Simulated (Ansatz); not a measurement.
Here is the system:

GaP:
```
CELL_PARAMETERS angstrom
      6.65562     0.00000     0.00000
      0.00000     6.65562     0.00000
      0.00000     0.00000     3.85899
ATOMIC_POSITIONS crystal
  Ga 0.32426 0.67574 0.00000
  Ga 0.67574 0.32426 0.00000
  Ga 0.82426 0.82426 0.50000
  Ga 0.17574 0.17574 0.50000
  P  0.31683 0.31683 0.00000
  P  0.68317 0.68317 0.00000
  P  0.18317 0.81683 0.50000
  P  0.81683 0.18317 0.50000
```

This is the r²SCAN-relaxed structure. x, y and z are the axes in which the lattice vectors are written.

All from the program Ansatz at the r²SCAN level (PAW), unless another level is named. Predict the Debye temperature from the elastic constants.

387 K.

And the elastic constants (relaxed ions, GPa)?

C11 = 120, C12 = 63.6, C13 = 46.5, C33 = 175, C44 = 44.6, C66 = 36.2.

Space group P4_2/mnm. The start of the workflow was typed in or built on a structure type; neither database checked (COD, Materials Project) lists it. It is not the phase usual at ambient conditions (space group No. 216). Symmetry was held in the r²SCAN relaxation; whether a distortion lowers the energy is not shown. The volume moved by 17 % from the start of the relaxation. Scalar-relativistic: spin–orbit coupling is off unless named, which matters more the heavier the elements.

Potentials: the earlier of the program's two PAW sets. The files were generated under PBE; for other functionals the program regenerates the frozen cores, and for LDA and PBEsol the local potential too.
